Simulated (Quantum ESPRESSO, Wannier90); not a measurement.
SnO₂ (rutile): Wannier90 run

```xyz
6
Lattice="4.7648 0.0000 0.0000 0.0000 4.7648 0.0000 0.0000 0.0000 3.2075" Properties=species:S:1:pos:R:3 pbc="T T T"
Sn     2.3824     2.3824     1.6038
Sn     0.0000     0.0000     0.0000
O      0.9245    -0.9245     1.6038
O     -0.9245     0.9245     1.6038
O     -1.4579    -1.4579     0.0000
O      1.4579     1.4579     0.0000
```

Materials Project entry mp-856; symmetrised, unrelaxed at this level. COD (Crystallography Open Database) has an entry of this formula and space group (matched by these alone). Level: PBEsol, spinors with spin-orbit coupling; pw.x of Quantum ESPRESSO at 68 Ry with PseudoDojo potentials, 4×4×6 k-points, Wannier90. Density: 6×6×10 mesh, cold smearing 0.01 Ry.

A tight-binding model is made by disentanglement and projection with no localisation steps (num_iter = 0), so the 48 orbitals stay atom-like: hydrogen-like Sn: s;p; O: s;p, axes along x, y, z; frozen window up to 2.45 eV relative to the valence-band maximum. It follows pw.x to 0.7 meV rms for states up to 2.0 eV relative to the valence-band maximum. Matrix elements depend on this choice of orbitals and windows.

The 20 largest hoppings ⟨m,0|H|n,R⟩ between different sites (one of each Hermitian pair; signs follow the real orbitals' lobes; the list may end inside a set of equal values):

| m | n | R | distance of the centres (Å) | t (eV) | Im t (eV) |
|---|---|---|---|---|---|
| O6 py↓ | Sn2 px↓ | 0 0 0 | 2.07 | 1.859 | 0.013 |
| O5 px↓ | Sn2 py↓ | 0 0 0 | 2.07 | 1.859 | -0.013 |
| O5 py↓ | Sn2 px↓ | 0 0 0 | 2.07 | 1.859 | 0.014 |
| Sn1 py↑ | O4 px↑ | 1 0 0 | 2.07 | -1.859 | -0.014 |
| O6 px↓ | Sn2 py↓ | 0 0 0 | 2.07 | 1.859 | -0.014 |
| O6 py↑ | Sn2 px↑ | 0 0 0 | 2.07 | 1.859 | -0.013 |
| Sn1 py↑ | O3 px↑ | 0 1 0 | 2.07 | -1.859 | -0.013 |
| Sn1 py↓ | O3 px↓ | 0 1 0 | 2.07 | -1.859 | 0.013 |
| Sn1 px↓ | O3 py↓ | 0 1 0 | 2.07 | -1.859 | -0.013 |
| Sn1 px↓ | O4 py↓ | 1 0 0 | 2.07 | -1.859 | -0.013 |
| O5 py↑ | Sn2 px↑ | 0 0 0 | 2.07 | 1.859 | -0.013 |
| Sn1 py↓ | O4 px↓ | 1 0 0 | 2.07 | -1.859 | 0.013 |
| Sn1 px↑ | O3 py↑ | 0 1 0 | 2.07 | -1.859 | 0.014 |
| O5 px↑ | Sn2 py↑ | 0 0 0 | 2.07 | 1.858 | 0.013 |
| O6 px↑ | Sn2 py↑ | 0 0 0 | 2.07 | 1.858 | 0.013 |
| Sn1 px↑ | O4 py↑ | 1 0 0 | 2.07 | -1.858 | 0.013 |
| O6 pz↑ | Sn1 s↑ | 0 0 0 | 2.08 | -1.788 | 0.000 |
| Sn1 s↑ | O5 pz↑ | 1 1 0 | 2.08 | -1.788 | 0.000 |
| Sn1 s↑ | O6 pz↑ | 0 0 1 | 2.08 | 1.788 | 0.000 |
| O4 pz↑ | Sn2 s↑ | 0 0 0 | 2.08 | 1.788 | 0.000 |
